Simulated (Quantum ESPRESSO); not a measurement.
NbHf2O5F3, finding a planted mistake in a log

A calculation, not a measurement. The program is pw.x of Quantum ESPRESSO 7.5 (plane-wave density functional theory). The cell is made up: 11 atoms on a rutile lattice with one site empty, with randomly drawn elements, strain and displacements, not relaxed. PseudoDojo standard norm-conserving files (v0.5 for PBE, v0.4.1 for LDA and PBEsol) set the functional; there is no spin polarisation, spin-orbit coupling or dispersion term, and the masses in the input are unused placeholders.

The hafnium pseudopotential is less sure than the others, with forces about 3 percent (worst 6) and pressure in oxides about 1.5 GPa (worst 2.7) from a second method in checks, which no rerun with the same files tests.

Intended input:

```
&control calculation='scf', pseudo_dir='./dojo.nc.sr.pbe.v0_5.standard.upf', outdir='./o', disk_io='medium', tprnfor=.true., tstress=.true. /
&system ibrav=0, nat=11, ntyp=4, nbnd=50, ecutwfc=84.00895049, nosym=.true., tot_charge=0,
 occupations='smearing', smearing='fd', degauss=0.0018374661
/
&electrons conv_thr=7.350e-09, electron_maxstep=60, /
ATOMIC_SPECIES
F 1.0 F.upf
Hf 1.0 Hf.upf
Nb 1.0 Nb.upf
O 1.0 O.upf
CELL_PARAMETERS angstrom
4.7369 0.0513 -0.0399
0.0513 4.7368 0.0156
-0.0523 0.0204 6.1474
ATOMIC_POSITIONS angstrom
Nb 2.4239 2.4553 1.525
Hf -0.0002 0.0419 3.0142
Hf 2.4346 2.408 4.5047
O 1.4066 1.4126 -0.0341
F 3.3032 3.2929 -0.0874
F 3.7678 1.0523 1.4232
O 0.9802 3.7128 1.522
O 1.4312 1.359 2.9241
O 3.2974 3.3818 2.9904
F 3.8374 0.9808 4.5216
O 0.9315 3.6603 4.6086
K_POINTS automatic
5 5 4 1 1 1
```

The log is shortened where brackets say so; the opening notice, blank lines, dates and the lines on written files are dropped, and the path of the files is cut. It prints rydbergs, bohrs and kilobars, and counts compression as positive stress. Where no state is partly filled, the Fermi energy that it prints is only some level between the filled and the empty states on the mesh, and need not lie in the true gap.

Log of the intended run:

```
     Program PWSCF v.7.5
     Parallel version (MPI & OpenMP), running on       1 processor cores
     Number of MPI processes:                 1
     Threads/MPI process:                     1
     [start-up lines left out]
     bravais-lattice index     =            0
     lattice parameter (alat)  =       8.9523  a.u.
     unit-cell volume          =     930.6369 (a.u.)^3
     number of atoms/cell      =           11
     number of atomic types    =            4
     number of electrons       =        88.00
     number of Kohn-Sham states=           50
     kinetic-energy cutoff     =      84.0090  Ry
     charge density cutoff     =     336.0358  Ry
     scf convergence threshold =      7.3E-09
     mixing beta               =       0.7000
     number of iterations used =            8  plain     mixing
     Exchange-correlation= PBE
                           (   1   4   3   4   0   0   0)
     [axes and pseudopotential details left out]
   Cartesian axes
     site n.     atom                  positions (alat units)
         1        Nb     tau(   1) = (   0.5116578   0.5182860   0.3219102  )
         2        Hf     tau(   2) = (  -0.0000422   0.0088446   0.6362635  )
         3        Hf     tau(   3) = (   0.5139165   0.5083015   0.9508911  )
         4        O      tau(   4) = (   0.2969173   0.2981838  -0.0071981  )
         5        F      tau(   5) = (   0.6972681   0.6950939  -0.0184491  )
         6        F      tau(   6) = (   0.7953399   0.2221286   0.3004214  )
         7        O      tau(   7) = (   0.2069091   0.7837300   0.3212769  )
         8        O      tau(   8) = (   0.3021101   0.2868695   0.6172444  )
         9        O      tau(   9) = (   0.6960438   0.7138596   0.6312395  )
        10        F      tau(  10) = (   0.8100316   0.2070358   0.9544585  )
        11        O      tau(  11) = (   0.1966291   0.7726478   0.9728232  )
     number of k points=    50  Fermi-Dirac smearing, width (Ry)=  0.0018
                       cart. coord. in units 2pi/alat
        k(    1) = (   0.0997572   0.0986122   0.0968497), wk =   0.0400000
        k(    2) = (   0.1013872   0.0979600   0.2895222), wk =   0.0400000
     [further k points left out]
     Dense  grid:    96799 G-vectors     FFT dimensions: (  54,  54,  72)
     Estimated max dynamical RAM per process >     158.76 MB
     Initial potential from superposition of free atoms
     starting charge      87.9939, renormalised to      88.0000
     Starting wfcs are   62 randomized atomic wfcs
     total cpu time spent up to now is       25.3 secs
     per-process dynamical memory:    96.3 Mb
     Self-consistent Calculation
     iteration #  1     ecut=    84.01 Ry     beta= 0.70
     Davidson diagonalization with overlap
     ethr =  1.00E-02,  avg # of iterations =  2.0
     total cpu time spent up to now is       70.5 secs
     total energy              =    -662.02674793 Ry
     estimated scf accuracy    <       4.79979122 Ry
     iteration #  2     ecut=    84.01 Ry     beta= 0.70
     Davidson diagonalization with overlap
     ethr =  5.45E-03,  avg # of iterations =  6.4
     total cpu time spent up to now is      155.9 secs
     total energy              =    -658.11534423 Ry
     estimated scf accuracy    <      41.39095189 Ry
     [iterations 3 to 14 left out]
     iteration # 15     ecut=    84.01 Ry     beta= 0.70
     Davidson diagonalization with overlap
     ethr =  2.45E-10,  avg # of iterations =  3.3
     total cpu time spent up to now is      860.0 secs
     total energy              =    -664.57790717 Ry
     estimated scf accuracy    <       0.00000001 Ry
     iteration # 16     ecut=    84.01 Ry     beta= 0.70
     Davidson diagonalization with overlap
     ethr =  1.47E-11,  avg # of iterations =  4.9
     total cpu time spent up to now is      926.8 secs
     End of self-consistent calculation
     [lines on levels left out]
     the Fermi energy is     9.3167 ev
!    total energy              =    -664.57790717 Ry
     estimated scf accuracy    <          4.3E-09 Ry
     smearing contrib. (-TS)   =      -0.00000000 Ry
     internal energy E=F+TS    =    -664.57790717 Ry
     The total energy is F=E-TS. E is the sum of the following terms:
     one-electron contribution =    -226.98166601 Ry
     hartree contribution      =     158.35934424 Ry
     xc contribution           =    -158.39414600 Ry
     ewald contribution        =    -437.56143940 Ry
     convergence has been achieved in  16 iterations
     Forces acting on atoms (cartesian axes, Ry/au):
     atom    1 type  3   force =    -0.30066512    0.01188018   -0.20069225
     atom    2 type  2   force =     0.11844241   -0.15021663    0.04159949
     atom    3 type  2   force =    -0.21005562    0.00726868    0.14038791
     atom    4 type  4   force =     0.13215822    0.08394199    0.05570166
     atom    5 type  1   force =     0.05439733    0.03836101    0.04225020
     atom    6 type  1   force =     0.03991509   -0.03920941    0.00281050
     atom    7 type  4   force =     0.04604932   -0.03122476    0.04284815
     atom    8 type  4   force =     0.08961536    0.05772832   -0.00193849
     atom    9 type  4   force =     0.03026223    0.00624537   -0.02645236
     atom   10 type  1   force =     0.00947120   -0.01766392    0.01141264
     atom   11 type  4   force =    -0.00959042    0.03288916   -0.10792745
     Total force =     0.548911     Total SCF correction =     0.000209
     Computing stress (Cartesian axis) and pressure
          total   stress  (Ry/bohr**3)                   (kbar)     P=       95.43
   0.00055231  -0.00014602  -0.00010596           81.25      -21.48      -15.59
  -0.00014602   0.00080566   0.00006382          -21.48      118.52        9.39
  -0.00010596   0.00006382   0.00058820          -15.59        9.39       86.53
     init_run     :     23.15s CPU     25.08s WALL (       1 calls)
     electrons    :    853.82s CPU    901.51s WALL (       1 calls)
     forces       :     12.27s CPU     12.37s WALL (       1 calls)
     stress       :     48.08s CPU     49.63s WALL (       1 calls)
     [timing details left out]
     PWSCF        :  15m37.74s CPU  16m29.43s WALL
     JOB DONE.
```

A second run was made from an input with one planted mistake. Its log:

```
     Program PWSCF v.7.5
     Parallel version (MPI & OpenMP), running on       1 processor cores
     Number of MPI processes:                 1
     Threads/MPI process:                     1
     [start-up lines left out]
     bravais-lattice index     =            0
     lattice parameter (alat)  =       8.9523  a.u.
     unit-cell volume          =     930.6369 (a.u.)^3
     number of atoms/cell      =           11
     number of atomic types    =            4
     number of electrons       =        88.00
     number of Kohn-Sham states=           50
     kinetic-energy cutoff     =      45.2752  Ry
     charge density cutoff     =     181.1007  Ry
     scf convergence threshold =      7.3E-09
     mixing beta               =       0.7000
     number of iterations used =            8  plain     mixing
     Exchange-correlation= PBE
                           (   1   4   3   4   0   0   0)
     [axes and pseudopotential details left out]
   Cartesian axes
     site n.     atom                  positions (alat units)
         1        Nb     tau(   1) = (   0.5116578   0.5182860   0.3219102  )
         2        Hf     tau(   2) = (  -0.0000422   0.0088446   0.6362635  )
         3        Hf     tau(   3) = (   0.5139165   0.5083015   0.9508911  )
         4        O      tau(   4) = (   0.2969173   0.2981838  -0.0071981  )
         5        F      tau(   5) = (   0.6972681   0.6950939  -0.0184491  )
         6        F      tau(   6) = (   0.7953399   0.2221286   0.3004214  )
         7        O      tau(   7) = (   0.2069091   0.7837300   0.3212769  )
         8        O      tau(   8) = (   0.3021101   0.2868695   0.6172444  )
         9        O      tau(   9) = (   0.6960438   0.7138596   0.6312395  )
        10        F      tau(  10) = (   0.8100316   0.2070358   0.9544585  )
        11        O      tau(  11) = (   0.1966291   0.7726478   0.9728232  )
     number of k points=    50  Fermi-Dirac smearing, width (Ry)=  0.0018
                       cart. coord. in units 2pi/alat
        k(    1) = (   0.0997572   0.0986122   0.0968497), wk =   0.0400000
        k(    2) = (   0.1013872   0.0979600   0.2895222), wk =   0.0400000
     [further k points left out]
     Dense  grid:    38283 G-vectors     FFT dimensions: (  40,  40,  50)
     Estimated max dynamical RAM per process >      67.74 MB
     Check: negative core charge=   -0.000234
     Initial potential from superposition of free atoms
     starting charge      87.9939, renormalised to      88.0000
     Starting wfcs are   62 randomized atomic wfcs
     total cpu time spent up to now is       11.0 secs
     per-process dynamical memory:    43.4 Mb
     Self-consistent Calculation
     iteration #  1     ecut=    45.28 Ry     beta= 0.70
     Davidson diagonalization with overlap
     ethr =  1.00E-02,  avg # of iterations =  2.0
     total cpu time spent up to now is       32.3 secs
     total energy              =    -661.42827755 Ry
     estimated scf accuracy    <       4.10068241 Ry
     iteration #  2     ecut=    45.28 Ry     beta= 0.70
     Davidson diagonalization with overlap
     ethr =  4.66E-03,  avg # of iterations =  6.3
     total cpu time spent up to now is       72.7 secs
     total energy              =    -657.66581128 Ry
     estimated scf accuracy    <      38.22983952 Ry
     [iterations 3 to 14 left out]
     iteration # 15     ecut=    45.28 Ry     beta= 0.70
     Davidson diagonalization with overlap
     ethr =  1.67E-10,  avg # of iterations =  3.5
     total cpu time spent up to now is      395.2 secs
     total energy              =    -663.55851183 Ry
     estimated scf accuracy    <       0.00000002 Ry
     iteration # 16     ecut=    45.28 Ry     beta= 0.70
     Davidson diagonalization with overlap
     ethr =  1.81E-11,  avg # of iterations =  4.5
     total cpu time spent up to now is      419.4 secs
     End of self-consistent calculation
     [lines on levels left out]
     the Fermi energy is     9.3772 ev
!    total energy              =    -663.55851183 Ry
     estimated scf accuracy    <          3.0E-09 Ry
     smearing contrib. (-TS)   =      -0.00000000 Ry
     internal energy E=F+TS    =    -663.55851183 Ry
     The total energy is F=E-TS. E is the sum of the following terms:
     one-electron contribution =    -225.00496056 Ry
     hartree contribution      =     157.06693896 Ry
     xc contribution           =    -158.05905082 Ry
     ewald contribution        =    -437.56143941 Ry
     convergence has been achieved in  16 iterations
     Forces acting on atoms (cartesian axes, Ry/au):
     atom    1 type  3   force =    -0.30332829    0.00901869   -0.20368796
     atom    2 type  2   force =     0.11687420   -0.15251527    0.04160328
     atom    3 type  2   force =    -0.21058342    0.00483483    0.14024507
     atom    4 type  4   force =     0.12924044    0.08241262    0.05562375
     atom    5 type  1   force =     0.05924861    0.04216396    0.04383800
     atom    6 type  1   force =     0.04273605   -0.04128217    0.00475739
     atom    7 type  4   force =     0.04290937   -0.02929592    0.04028254
     atom    8 type  4   force =     0.09004262    0.05845636   -0.00553823
     atom    9 type  4   force =     0.03499908    0.00924026   -0.02286185
     atom   10 type  1   force =     0.00952227   -0.01612834    0.01498624
     atom   11 type  4   force =    -0.01166093    0.03309499   -0.10924822
     Total force =     0.552333     Total SCF correction =     0.000206
     Computing stress (Cartesian axis) and pressure
          total   stress  (Ry/bohr**3)                   (kbar)     P=     -567.01
  -0.00395775  -0.00014523  -0.00011696         -582.21      -21.36      -17.20
  -0.00014523  -0.00370127   0.00005491          -21.36     -544.48        8.08
  -0.00011696   0.00005491  -0.00390435          -17.20        8.08     -574.35
     init_run     :     10.40s CPU     10.80s WALL (       1 calls)
     electrons    :    385.48s CPU    408.39s WALL (       1 calls)
     forces       :      5.33s CPU      5.37s WALL (       1 calls)
     stress       :     17.77s CPU     17.87s WALL (       1 calls)
     [timing details left out]
     PWSCF        :   6m59.32s CPU   7m24.25s WALL
     JOB DONE.
```

Question: what was wrong in the second input?

Answer: the plane-wave cutoff is too low. The input lines that differ, file-writing options aside:

```
- &system ibrav=0, nat=11, ntyp=4, nbnd=50, ecutwfc=84.00895049, nosym=.true., tot_charge=0,
+ &system ibrav=0, nat=11, ntyp=4, nbnd=50, ecutwfc=45.27516492, nosym=.true., tot_charge=0,
```

```
                                            intended run  run with the mistake
                          free energy (eV)     -9042.043             -9028.173
                    smearing term -TS (eV)        0.0000                0.0000
                            pressure (GPa)          9.54                -56.70
            largest force component (eV/Å)         7.730                 7.799
largest change of a force component (eV/Å)                               0.125
                                iterations            16                    16
```

For scale, a rerun of the intended cell at a cutoff of 1467 eV and k mesh 7 x 7 x 6 moved values by no more than 0.004 eV in energy, 0.03 GPa in stress and 0.002 eV/Å in force.